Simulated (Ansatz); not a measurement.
**Question.** Each is relaxed and computed with the program Ansatz at the r²SCAN level (PAW). Which is the only one with a gap?
A) Sn2S3, Pnma (Pearson symbol oP20)
B) NbSiPt, Pnma (Nb on 4c, Pt on 4c, Si on 4c)
C) SiNi, Pnma (Ni on 4c, Si on 4c)
D) SrSnP, P4/nmm (Sr on 2c, Sn on 2c, P on 2c)

**Answer.** A, Sn2S3, Pnma (Pearson symbol oP20). Sn2S3: gap 1.02 eV (indirect); SrSnP: metal; SiNi: metal; NbSiPt: metal. Standing as an ambient phase not checked: Sn2S3, Pnma (Pearson symbol oP20); SrSnP, P4/nmm (Sr on 2c, Sn on 2c, P on 2c); NbSiPt, Pnma (Nb on 4c, Pt on 4c, Si on 4c). Began spin-polarised and lost the moments: SiNi, Pnma (Ni on 4c, Si on 4c). Weakly bound layers, chains or molecules computed without a dispersion correction, so cells and soft constants are ill determined: Sn2S3, Pnma (Pearson symbol oP20). All cells were relaxed under the symmetry of their starts (and spin orders); stability against distortions was not tested throughout. Rows with no word on spin ran without spin polarisation. Scalar-relativistic: spin–orbit coupling is off unless named, which matters more the heavier the elements.

Potentials: the later of the program's two PAW sets.
